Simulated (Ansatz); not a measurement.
**The polar optical mode of ZnS at 22 GPa, worked through**

Theory: DFT LDA, scalar-relativistic, plane waves, PAW in Ansatz. Cutoff 420 eV, 10×10×10 k-points (Γ-centred), fixed occupations. No spin polarisation. Phonons by linear response, acoustic sum rule imposed.

The cell, relaxed at 22 GPa:
```yaml
crystal:
  lattice:
    - [0.00000, 2.49980, 2.49980]
    - [2.49980, 0.00000, 2.49980]
    - [2.49980, 2.49980, 0.00000]
  atoms:
    - { symbol: Zn, position: [0.00000, 0.00000, 0.00000] }
    - { symbol: S, position: [0.75000, 0.75000, 0.75000] }
```

The real crystal has changed phase below this pressure.

Linear response gives ν_TO = 385.6 cm⁻¹, Born charges ±1.647 e (positive on Zn) and ε∞ = 6.288. The primitive cell holds 31.243 Å³, and the masses are 65.380 and 32.060 amu.

Task: Find ν_LO and the static dielectric constant.

Result: The long-wave field adds a restoring force: ω_LO² − ω_TO² = Z*²e²/(ε_vac ε∞ μV). In these units ν_LO² − ν_TO² = 4.92064×10⁷ Z*²/(μ V ε∞) cm⁻², with μ = m₁m₂/(m₁ + m₂) = 21.512 amu: 31578 cm⁻². So ν_LO = √(385.6² + 31578) = 424.5 cm⁻¹, and the run gives 424.6. Lyddane–Sachs–Teller then gives ε0 = ε∞ (ν_LO/ν_TO)² = 7.62, against 7.62 in the run (it forms both from the same three quantities, so the match checks the arithmetic only). Between ν_TO and ν_LO the dielectric function is negative and an undamped crystal reflects fully: a reststrahlen band from 23.6 to 25.9 μm.

Task: What do the Clausius–Mossotti polarisability and the Szigeti charge come to?

Result: With the Lorentz local field, α = (3V/4π)(ε∞ − 1)/(ε∞ + 2) = 4.76 Å³ for the pair, and e_S = 3Z*/(ε∞ + 2) = 0.60 e. The Born charge includes the electrons' response to the dipole's own local field, and e_S takes that enhancement out. The Lorentz field assumes point-like polarisable ions, a poor picture once ε∞ is this large, since the electron clouds then overlap or are shared, so both numbers are formal here.

Task: How strongly does a slow electron couple to the LO mode?

Result: For one isotropic parabolic band, Fröhlich's constant is α_F = (1/ε∞ − 1/ε0) √(m* Ry/ħω_LO), with Ry = 13.606 eV, ħω_LO = 52.6 meV and m* in free-electron masses: α_F = 0.0279 × 16.08 × √m* = 0.45 √m*. The band mass isn't part of this run; for m* = 0.1, 0.3 and 1 it gives 0.14, 0.25, 0.45. In weak coupling the polaron lies α_F ħω_LO below the band edge (13 meV at m* = 0.3) with a mass m*(1 + α_F/6); past α_F of about 5 or 6 that expansion fails. A semilocal functional's ε∞ tends to be too large, which taken alone lowers α_F.

Cost: 1 run of about 1 core-minutes, on Arm Neoverse V1 (shared hosts).